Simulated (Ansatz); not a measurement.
Hf$_{3}$Si in space group Fm-3m (No. 225; Si on 4a, Hf on 4b, Hf on 8c) at seven volumes, DFT-PBE in the program Ansatz with PAW potentials, scaled uniformly. One row is withheld.

| V (Å³/atom) | P (GPa) |
|---|---|
| 17.648 | 13.03 |
| 18.230 | 7.96 |
| 18.812 | ? |
| 19.394 | 0.00 |
| 19.976 | -3.16 |
| 20.557 | -5.94 |
| 21.139 | -8.29 |

Task: Fit the shown pressures and predict the withheld one.

Result: P = (3/2)B₀(x^(7/2) − x^(5/2))[1 + (3/4)(B′ − 4)(x − 1)] with x = (V₀/V)^(2/3). Least squares on the six rows gives V₀ = 19.393 Å³/atom, B₀ = 114 GPa, B′ = 4.01. At V = 18.812, x = 1.0205 and P = 3.69 GPa. The run itself gave 3.58 GPa.

The cell is a constructed one: a structure type filled with these elements; neither database checked (COD, Materials Project) lists it. Its standing as an ambient phase is unchecked. The cell was relaxed with PBE under the symmetry of its start; whether a distortion lowers the energy is not shown. The run is not spin-polarised. Scalar-relativistic: spin–orbit coupling is off unless named, which matters more the heavier the elements.

Potentials: the later of the program's two PAW sets.
